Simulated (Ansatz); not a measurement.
Al2Au (fluorite or antifluorite type, Fm-3m) at seven volumes, plane-wave PAW LDA (Ansatz code), scaled uniformly. One row is withheld.

```json
[
 {"V (Å³/atom)": "16.023", "P (GPa)": "?"},
 {"V (Å³/atom)": "16.551", "P (GPa)": "8.68"},
 {"V (Å³/atom)": "17.079", "P (GPa)": "3.97"},
 {"V (Å³/atom)": "17.607", "P (GPa)": "0.00"},
 {"V (Å³/atom)": "18.135", "P (GPa)": "-3.34"},
 {"V (Å³/atom)": "18.664", "P (GPa)": "-6.15"},
 {"V (Å³/atom)": "19.192", "P (GPa)": "-8.50"}
]
```

Q: Fit the shown pressures and predict the withheld one.

A: P = (3/2)B₀(x^(7/2) − x^(5/2))[1 + (3/4)(B′ − 4)(x − 1)] with x = (V₀/V)^(2/3). Least squares on the six rows gives V₀ = 17.607 Å³/atom, B₀ = 121 GPa, B′ = 4.77. At V = 16.023, x = 1.0649 and P = 14.29 GPa. The run itself gave 14.26 GPa.

The cell was relaxed with LDA under the symmetry of its start; of distortions, only those at the zone centre were tested. Scalar-relativistic: spin–orbit coupling is off unless named, which matters more the heavier the elements.

Potentials: the later of the program's two PAW sets.
